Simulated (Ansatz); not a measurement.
**Al$_{4}$FeCo$_{3}$: zone-centre modes**

Computed with DFT PBE, scalar-relativistic, plane waves, PAW in Ansatz 0.2.0. Cutoff 420 eV, 14×14×4 k-points (Γ-centred), Gaussian smearing of 0.20 eV. Collinear spin, site moments 0.0, 0.0, 0.0, 0.0, 0.0, 0.0, 0.0, 0.4 μB. Phonons by linear response, acoustic sum rule imposed.

Equilibrium structure at this level:
```
Al Co Fe
1.0
     2.85533    0.00000    0.00000
     0.00000    2.85533    0.00000
     0.00000    0.00000   11.43553
Al Co Fe
4 3 1
Direct
  0.00000 0.00000 0.87479
  0.00000 0.00000 0.12521
  0.00000 0.00000 0.37621
  0.00000 0.00000 0.62379
  0.50000 0.50000 0.00000
  0.50000 0.50000 0.24844
  0.50000 0.50000 0.75156
  0.50000 0.50000 0.50000
```

The structure comes from a generated guess, relaxed at this level; another structure or a mixture of phases may lie lower. In a metal, frequencies depend on the k mesh and the smearing, soft modes most.

Task: Is this structure stable against zone-centre distortions?

Result: Yes, at Γ: no optical mode is imaginary. Strains and other wave vectors aren't tested by this run.

Task: List the optical modes at Γ (i marks imaginary ones).

Result:
```tsv
frequency (meV)	degeneracy
16.3	2
16.5	2
22.3	1
22.8	1
25.5	2
31.2	1
35.3	2
38.3	2
39.4	2
41.2	1
41.8	2
41.8	1
47.2	1
49.3	1
```
